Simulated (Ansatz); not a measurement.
FeNi₃ (Cu3Au type, space group No. 221) under volume change, plane-wave PAW PBE (Ansatz code), scaled uniformly.

| V (Å³/atom) | E − E(relaxed) (meV/atom) | P (GPa) |
|---|---|---|
| 10.124 | 66.6 | 23.34 |
| 10.458 | 27.8 | 14.17 |
| 10.792 | 6.5 | 6.46 |
| 11.125 | 0.0 | 0.00 |
| 11.459 | 5.8 | -5.40 |
| 11.793 | 21.9 | -9.89 |
| 12.127 | 46.5 | -13.63 |

What does a third-order Birch–Murnaghan fit give for V₀, B₀ and B′?

V₀ = 11.13 Å³/atom, B₀ = 196 GPa, B′ = 4.9.

Space group Pm-3m (Cu3Au type). The cell was relaxed with PBE under the symmetry of its start. Magnetic state: ferromagnetic, chosen from 5 collinear starts compared on coarse meshes (ties went to the first, and starts can fall back to one state), not a proven ground state. Textbook magnetic order: ferromagnetic.

Potentials: the later of the program's two PAW sets.
